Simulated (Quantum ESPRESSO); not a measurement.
Si3AlFO7, input and log of a self-consistent run

A calculation, not a measurement. The program is pw.x of Quantum ESPRESSO 7.5 (plane-wave density functional theory). The cell is made up: 12 atoms on a rutile lattice, with randomly drawn elements, strain and displacements, not relaxed. PseudoDojo standard norm-conserving files (v0.5 for PBE, v0.4.1 for LDA and PBEsol) set the functional; there is no spin polarisation, spin-orbit coupling or dispersion term, and the masses in the input are unused placeholders.

Input:

```
&control calculation='scf', pseudo_dir='./dojo.nc.sr.pbe.v0_5.standard.upf', outdir='./o', disk_io='low', tprnfor=.true., tstress=.true. /
&system ibrav=0, nat=12, ntyp=4, nbnd=38, ecutwfc=105.61755193, nosym=.true., tot_charge=0,
 occupations='smearing', smearing='fd', degauss=0.0018374661
/
&electrons conv_thr=7.350e-09, electron_maxstep=60, /
ATOMIC_SPECIES
Al 1.0 Al.upf
F 1.0 F.upf
O 1.0 O.upf
Si 1.0 Si.upf
CELL_PARAMETERS angstrom
4.4237 0.0 0.0
0.0 4.4237 0.0
0.0 0.0 5.6884
ATOMIC_POSITIONS angstrom
Si 0.1132 -0.0261 -0.07
Al 2.1827 2.1523 1.4296
Si -0.1546 0.1628 2.7932
Si 2.2005 2.1957 4.2663
F 1.3617 1.3121 -0.0079
O 3.029 3.1983 -0.0877
O 3.5572 0.8864 1.4248
O 0.8399 3.4646 1.5179
O 1.2769 1.2117 2.7961
O 3.0991 3.0415 2.937
O 3.5351 0.8573 4.2209
O 0.8727 3.4693 4.2065
K_POINTS automatic
7 7 6 1 1 1
```

The log is shortened where brackets say so; the opening notice, blank lines, dates and the lines on written files are dropped, and the path of the files is cut. It prints rydbergs, bohrs and kilobars, and counts compression as positive stress. With no partly filled state, the Fermi energy that it prints is only some level between the filled and the empty states on the mesh, and need not lie in the true gap.

```
     Program PWSCF v.7.5
     Parallel version (MPI & OpenMP), running on       4 processor cores
     Number of MPI processes:                 4
     Threads/MPI process:                     1
     [start-up lines left out]
     bravais-lattice index     =            0
     lattice parameter (alat)  =       8.3596  a.u.
     unit-cell volume          =     751.2043 (a.u.)^3
     number of atoms/cell      =           12
     number of atomic types    =            4
     number of electrons       =        64.00
     number of Kohn-Sham states=           38
     kinetic-energy cutoff     =     105.6176  Ry
     charge density cutoff     =     422.4702  Ry
     scf convergence threshold =      7.3E-09
     mixing beta               =       0.7000
     number of iterations used =            8  plain     mixing
     Exchange-correlation= PBE
                           (   1   4   3   4   0   0   0)
     [axes and pseudopotential details left out]
   Cartesian axes
     site n.     atom                  positions (alat units)
         1        Si     tau(   1) = (   0.0255894  -0.0059000  -0.0158239  )
         2        Al     tau(   2) = (   0.4934105   0.4865384   0.3231684  )
         3        Si     tau(   3) = (  -0.0349481   0.0368018   0.6314171  )
         4        Si     tau(   4) = (   0.4974343   0.4963492   0.9644189  )
         5        F      tau(   5) = (   0.3078192   0.2966069  -0.0017858  )
         6        O      tau(   6) = (   0.6847209   0.7229921  -0.0198250  )
         7        O      tau(   7) = (   0.8041232   0.2003753   0.3220833  )
         8        O      tau(   8) = (   0.1898637   0.7831905   0.3431291  )
         9        O      tau(   9) = (   0.2886498   0.2739110   0.6320727  )
        10        O      tau(  10) = (   0.7005674   0.6875466   0.6639239  )
        11        O      tau(  11) = (   0.7991274   0.1937970   0.9541560  )
        12        O      tau(  12) = (   0.1972783   0.7842530   0.9509008  )
     number of k points=   147  Fermi-Dirac smearing, width (Ry)=  0.0018
     Number of k-points >= 100: set verbosity='high' to print them.
     Dense  grid:   110255 G-vectors     FFT dimensions: (  60,  60,  72)
     Estimated max dynamical RAM per process >     452.99 MB
     Estimated total dynamical RAM >       1.69 GB
     Initial potential from superposition of free atoms
     starting charge      63.9957, renormalised to      64.0000
     Starting wfcs are   48 randomized atomic wfcs
     total cpu time spent up to now is       10.8 secs
     per-process dynamical memory:   399.5 Mb
     Self-consistent Calculation
     iteration #  1     ecut=   105.62 Ry     beta= 0.70
     Davidson diagonalization with overlap
     ethr =  1.00E-02,  avg # of iterations =  2.2
     total cpu time spent up to now is       34.6 secs
     total energy              =    -310.50187531 Ry
     estimated scf accuracy    <       2.64702539 Ry
     iteration #  2     ecut=   105.62 Ry     beta= 0.70
     Davidson diagonalization with overlap
     ethr =  4.14E-03,  avg # of iterations =  2.5
     total cpu time spent up to now is       59.5 secs
     total energy              =    -311.14311049 Ry
     estimated scf accuracy    <       2.55235390 Ry
     iteration #  3     ecut=   105.62 Ry     beta= 0.70
     Davidson diagonalization with overlap
     ethr =  3.99E-03,  avg # of iterations =  2.0
     total cpu time spent up to now is       81.4 secs
     total energy              =    -311.62990468 Ry
     estimated scf accuracy    <       0.10163541 Ry
     iteration #  4     ecut=   105.62 Ry     beta= 0.70
     Davidson diagonalization with overlap
     ethr =  1.59E-04,  avg # of iterations =  4.0
     total cpu time spent up to now is      107.8 secs
     total energy              =    -311.65697723 Ry
     estimated scf accuracy    <       0.00725325 Ry
     iteration #  5     ecut=   105.62 Ry     beta= 0.70
     Davidson diagonalization with overlap
     c_bands:  1 eigenvalues not converged
     c_bands:  1 eigenvalues not converged
     ethr =  1.13E-05,  avg # of iterations =  8.8
     total cpu time spent up to now is      140.1 secs
     total energy              =    -311.65797312 Ry
     estimated scf accuracy    <       0.00321186 Ry
     [iterations 6 to 8 left out]
     iteration #  9     ecut=   105.62 Ry     beta= 0.70
     Davidson diagonalization with overlap
     ethr =  1.32E-08,  avg # of iterations =  2.0
     total cpu time spent up to now is      231.1 secs
     total energy              =    -311.65832891 Ry
     estimated scf accuracy    <       0.00000216 Ry
     iteration # 10     ecut=   105.62 Ry     beta= 0.70
     Davidson diagonalization with overlap
     ethr =  3.37E-09,  avg # of iterations =  2.0
     total cpu time spent up to now is      251.2 secs
     total energy              =    -311.65832902 Ry
     estimated scf accuracy    <       0.00000037 Ry
     iteration # 11     ecut=   105.62 Ry     beta= 0.70
     Davidson diagonalization with overlap
     ethr =  5.85E-10,  avg # of iterations =  2.0
     total cpu time spent up to now is      273.4 secs
     total energy              =    -311.65832909 Ry
     estimated scf accuracy    <       0.00000003 Ry
     iteration # 12     ecut=   105.62 Ry     beta= 0.70
     Davidson diagonalization with overlap
     ethr =  4.06E-11,  avg # of iterations =  2.3
     total cpu time spent up to now is      296.7 secs
     total energy              =    -311.65832910 Ry
     estimated scf accuracy    <       0.00000001 Ry
     iteration # 13     ecut=   105.62 Ry     beta= 0.70
     Davidson diagonalization with overlap
     ethr =  2.01E-11,  avg # of iterations =  2.0
     total cpu time spent up to now is      317.5 secs
     End of self-consistent calculation
     Number of k-points >= 100: set verbosity='high' to print the bands.
     the Fermi energy is     8.9301 ev
!    total energy              =    -311.65832910 Ry
     estimated scf accuracy    <          9.3E-10 Ry
     smearing contrib. (-TS)   =      -0.00000000 Ry
     internal energy E=F+TS    =    -311.65832910 Ry
     The total energy is F=E-TS. E is the sum of the following terms:
     one-electron contribution =     -60.56568838 Ry
     hartree contribution      =      74.89904083 Ry
     xc contribution           =     -81.76936138 Ry
     ewald contribution        =    -244.22232018 Ry
     convergence has been achieved in  13 iterations
     Forces acting on atoms (cartesian axes, Ry/au):
     atom    1 type  4   force =    -0.13665081   -0.18502212    0.04301933
     atom    2 type  1   force =     0.06301090    0.11442616    0.10194269
     atom    3 type  4   force =     0.05671572   -0.13335202   -0.01939237
     atom    4 type  4   force =     0.10093296    0.16022202   -0.15243444
     atom    5 type  2   force =    -0.01119393   -0.01497694   -0.03286241
     atom    6 type  3   force =    -0.03293482   -0.09346745    0.00788685
     atom    7 type  3   force =     0.03662904   -0.03538855   -0.07001018
     atom    8 type  3   force =    -0.06703321    0.10016124   -0.10701373
     atom    9 type  3   force =     0.02776437    0.03749753    0.07954279
     atom   10 type  3   force =    -0.03519032   -0.00954738   -0.01126448
     atom   11 type  3   force =     0.02539620    0.00814065    0.06532839
     atom   12 type  3   force =    -0.02744609    0.05130687    0.09525757
     Total force =     0.484632     Total SCF correction =     0.000017
     Computing stress (Cartesian axis) and pressure
          total   stress  (Ry/bohr**3)                   (kbar)     P=     -206.90
  -0.00130034   0.00011646   0.00003142         -191.29       17.13        4.62
   0.00011646  -0.00158257  -0.00014598           17.13     -232.80      -21.48
   0.00003142  -0.00014598  -0.00133654            4.62      -21.48     -196.61
     init_run     :     10.24s CPU     10.62s WALL (       1 calls)
     electrons    :    305.54s CPU    306.77s WALL (       1 calls)
     forces       :      4.53s CPU      4.55s WALL (       1 calls)
     stress       :     16.90s CPU     17.43s WALL (       1 calls)
     [timing details left out]
     PWSCF        :   5m37.55s CPU   5m39.82s WALL
     JOB DONE.
```

In other units: free energy -4240.328 eV for the cell, pressure -20.69 GPa, largest force component 4.757 eV/Å. This run is the check on a run of the same cell at a cutoff of 1143 eV and k mesh 5 x 5 x 4: rerunning at a cutoff of 1437 eV and k mesh 7 x 7 x 6 moved values by no more than 0.003 eV in energy, 0.04 GPa in stress and 0.002 eV/Å in force.